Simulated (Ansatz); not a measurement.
A relaxed cell of C (P6₃/mmc (No. 194)), relaxed on a k-mesh at least as fine as the one used below. The numbers are results of PBEsol (plane waves to 420 eV, PAW, scalar-relativistic; Ansatz, a quantum-chemistry and plane-wave program), not measurements. Γ-centred k-mesh 11×11×3 on the run's cell (coarser than for final values), Fermi–Dirac smearing 0.05 eV.

```yaml
crystal:
  lattice:
    - [2.49873, 0.00000, 0.00000]
    - [-1.24936, 2.16396, 0.00000]
    - [0.00000, 0.00000, 8.32121]
  atoms:
    - { symbol: C, position: [0.33333, 0.66667, 0.03140] }
    - { symbol: C, position: [0.33333, 0.66667, 0.53140] }
    - { symbol: C, position: [0.66667, 0.33333, 0.28140] }
    - { symbol: C, position: [0.66667, 0.33333, 0.78140] }
    - { symbol: C, position: [0.66667, 0.33333, 0.46860] }
    - { symbol: C, position: [0.66667, 0.33333, 0.96860] }
    - { symbol: C, position: [0.33333, 0.66667, 0.21860] }
    - { symbol: C, position: [0.33333, 0.66667, 0.71860] }
```

Every atom was then displaced, and the forces became (eV/Å):

| atom | Fx | Fy | Fz |
|---|---|---|---|
| C1 | -9.40 | 7.40 | 1.93 |
| C2 | -0.72 | 3.24 | -2.07 |
| C3 | -3.64 | -0.91 | -3.89 |
| C4 | 5.96 | 1.44 | 4.79 |
| C5 | 2.06 | -2.26 | 4.23 |
| C6 | 8.37 | -4.88 | -2.16 |
| C7 | 3.61 | -1.76 | 4.39 |
| C8 | -6.24 | -2.27 | -7.23 |

Problem. Which atom was moved farthest relative to the others, and in which direction?

Solution. C1, by (0.11, -0.25, 0.00) Å (0.27 Å, mean shift removed); the next is C7 with 0.18 Å. Its force makes an angle of 151° with its move.

All displacements (Å):

```tsv
atom	ux	uy	uz
C1	0.123	-0.208	-0.003
C2	-0.005	-0.029	0.047
C3	0.113	0.178	0.022
C4	-0.093	0.019	-0.019
C5	-0.041	0.102	-0.068
C6	-0.056	-0.012	-0.014
C7	-0.019	0.179	-0.110
C8	0.086	0.095	0.139
```

Problem. Estimate the energy cost of the displacement in the harmonic approximation and compare with the calculation.

Solution. For a harmonic well ΔE = −½ Σ F·u = 3.879 eV a cell, or 485 meV/atom. The calculated energy relative to the undisplaced cell is +497 meV/atom, so the harmonic estimate holds well.

No spin polarisation in the result.

The run that gave the undisplaced cell could not lose the symmetry of its start; a randomly shaken copy of 8 atoms returns to this structure.
